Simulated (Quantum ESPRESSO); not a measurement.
# MgO: one setting swept

```xyz
2
Lattice="0.0000 2.0970 2.0970 2.0970 0.0000 2.0970 2.0970 2.0970 0.0000" Properties=species:S:1:pos:R:3 pbc="T T T"
Mg     0.0000     0.0000     0.0000
O      2.0970     2.0970     2.0970
```
Geometry: a computed entry of the Materials Project; it was not checked against measured cells. It is MgO in Fm-3m. Stability against distortions was not tested.

Method: PBE GIPAW (a modified build of Quantum ESPRESSO, JTH PAW datasets); kept fixed: cutoff 22.5 Ha. Shieldings are absolute and leave out the bulk-susceptibility term; a larger σ means a smaller chemical shift. The datasets of Mg hold no d projectors, which limits absolute σ on these atoms.

```json
[
 {"k-mesh": "3×3×3 through Γ", "σ_iso Mg (ppm)": "491.0", "σ_iso O (ppm)": "27.7", "f-sum rule missed by (%)": "4.6", "irreducible k-points": "4"},
 {"k-mesh": "3×3×3 shifted", "σ_iso Mg (ppm)": "522.4", "σ_iso O (ppm)": "195.1", "f-sum rule missed by (%)": "0.03", "irreducible k-points": "6"},
 {"k-mesh": "4×4×4 through Γ", "σ_iso Mg (ppm)": "514.0", "σ_iso O (ppm)": "141.2", "f-sum rule missed by (%)": "1.1", "irreducible k-points": "8"},
 {"k-mesh": "5×5×5 through Γ", "σ_iso Mg (ppm)": "519.9", "σ_iso O (ppm)": "173.4", "f-sum rule missed by (%)": "0.29", "irreducible k-points": "10"},
 {"k-mesh": "4×4×4 shifted", "σ_iso Mg (ppm)": "522.4", "σ_iso O (ppm)": "191.2", "f-sum rule missed by (%)": "0.00", "irreducible k-points": "10"},
 {"k-mesh": "5×5×5 shifted", "σ_iso Mg (ppm)": "522.3", "σ_iso O (ppm)": "189.9", "f-sum rule missed by (%)": "0.00", "irreducible k-points": "19"},
 {"k-mesh": "7×7×7 through Γ", "σ_iso Mg (ppm)": "522.0", "σ_iso O (ppm)": "187.5", "f-sum rule missed by (%)": "0.02", "irreducible k-points": "20"},
 {"k-mesh": "6×6×6 shifted", "σ_iso Mg (ppm)": "522.3", "σ_iso O (ppm)": "189.5", "f-sum rule missed by (%)": "0.00", "irreducible k-points": "28"},
 {"k-mesh": "7×7×7 shifted", "σ_iso Mg (ppm)": "522.3", "σ_iso O (ppm)": "189.5", "f-sum rule missed by (%)": "0.00", "irreducible k-points": "44"},
 {"k-mesh": "11×11×11 through Γ", "σ_iso Mg (ppm)": "522.3", "σ_iso O (ppm)": "189.4", "f-sum rule missed by (%)": "0.00", "irreducible k-points": "56"},
 {"k-mesh": "9×9×9 shifted", "σ_iso Mg (ppm)": "522.3", "σ_iso O (ppm)": "189.4", "f-sum rule missed by (%)": "0.00", "irreducible k-points": "85"},
 {"k-mesh": "14×14×14 through Γ", "σ_iso Mg (ppm)": "522.3", "σ_iso O (ppm)": "189.4", "f-sum rule missed by (%)": "0.00", "irreducible k-points": "104"},
 {"k-mesh": "11×11×11 shifted", "σ_iso Mg (ppm)": "522.3", "σ_iso O (ppm)": "189.4", "f-sum rule missed by (%)": "0.00", "irreducible k-points": "146"}
]
```

Largest spread: σ_iso O (ppm) moves over 167.4 across the rows.
